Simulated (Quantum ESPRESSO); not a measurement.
## Band energies of RbCl

```
CELL_PARAMETERS angstrom
      0.00000     3.27043     3.27043
      3.27043     0.00000     3.27043
      3.27043     3.27043     0.00000
ATOMIC_POSITIONS crystal
  Cl 0.50000 0.50000 0.50000
  Rb 0.00000 0.00000 0.00000
```

PBEsol (pw.x of Quantum ESPRESSO, ONCV potentials, with spin-orbit coupling); path ΓXWKΓLUWLK,UX; energies in eV from the valence-band maximum.

| k (1/Å) | point | band 16 | band 17 | band 18 | band 19 | band 20 | band 21 | band 22 | band 23 |
|---|---|---|---|---|---|---|---|---|---|
| 0.00 | Γ | 0.00 | 4.85 | 4.85 | 7.85 | 7.85 | 7.85 | 7.85 | 7.87 |
| 0.32 |  | -0.04 | 5.60 | 5.60 | 7.19 | 7.19 | 8.57 | 8.57 | 8.59 |
| 0.64 |  | -0.09 | 6.34 | 6.34 | 6.94 | 6.94 | 9.62 | 9.62 | 10.36 |
| 0.96 | X | -0.09 | 6.02 | 6.02 | 7.97 | 7.97 | 9.61 | 9.61 | 9.96 |
| 1.32 |  | -0.23 | 6.92 | 6.92 | 8.21 | 8.21 | 8.87 | 8.87 | 9.66 |
| 1.44 | W | -0.28 | 7.53 | 7.53 | 7.53 | 7.53 | 9.26 | 9.26 | 9.30 |
| 1.78 | K | -0.26 | 6.79 | 6.79 | 8.60 | 8.60 | 8.99 | 8.99 | 9.68 |
| 2.09 |  | -0.23 | 7.36 | 7.36 | 7.68 | 7.68 | 9.39 | 9.39 | 9.48 |
| 2.39 |  | -0.11 | 6.06 | 6.06 | 7.48 | 7.48 | 8.41 | 8.41 | 8.97 |
| 2.70 |  | -0.01 | 4.95 | 4.95 | 7.81 | 7.81 | 7.89 | 7.89 | 7.94 |
| 2.80 | Γ | 0.00 | 4.85 | 4.85 | 7.85 | 7.85 | 7.85 | 7.85 | 7.87 |
| 3.01 |  | -0.06 | 5.23 | 5.23 | 7.73 | 7.73 | 8.06 | 8.06 | 8.06 |
| 3.42 |  | -0.32 | 7.16 | 7.16 | 7.74 | 7.74 | 9.49 | 9.49 | 9.50 |
| 3.63 | L | -0.37 | 7.60 | 7.60 | 7.89 | 7.89 | 10.11 | 10.11 | 10.12 |
| 3.75 |  | -0.37 | 7.60 | 7.60 | 7.87 | 7.87 | 10.03 | 10.03 | 10.12 |
| 4.10 |  | -0.30 | 7.08 | 7.08 | 8.25 | 8.25 | 9.47 | 9.47 | 9.59 |
| 4.22 | U | -0.26 | 6.79 | 6.79 | 8.60 | 8.60 | 8.99 | 8.99 | 9.68 |
| 4.45 |  | -0.26 | 7.13 | 7.13 | 7.98 | 7.98 | 9.09 | 9.09 | 9.51 |
| 4.56 | W | -0.28 | 7.53 | 7.53 | 7.53 | 7.53 | 9.26 | 9.26 | 9.30 |
| 4.75 |  | -0.29 | 7.55 | 7.55 | 7.61 | 7.61 | 9.44 | 9.44 | 9.46 |
| 5.14 |  | -0.37 | 7.60 | 7.60 | 7.88 | 7.88 | 10.06 | 10.06 | 10.12 |
| 5.24 | L | -0.37 | 7.60 | 7.60 | 7.89 | 7.89 | 10.11 | 10.11 | 10.12 |
| 5.41 |  | -0.36 | 7.60 | 7.60 | 7.86 | 7.86 | 9.95 | 9.95 | 10.14 |
| 5.66 |  | -0.31 | 7.20 | 7.20 | 8.12 | 8.12 | 9.58 | 9.58 | 9.71 |
| 5.83 | K | -0.26 | 6.79 | 6.79 | 8.60 | 8.60 | 8.99 | 8.99 | 9.68 |
| 5.83 | U | -0.26 | 6.79 | 6.79 | 8.60 | 8.60 | 8.99 | 8.99 | 9.68 |
| 6.17 | X | -0.09 | 6.02 | 6.02 | 7.97 | 7.97 | 9.61 | 9.61 | 9.96 |

The PBEsol gap is direct, 4.85 eV at Γ.

Geometry relaxed with PBEsol.
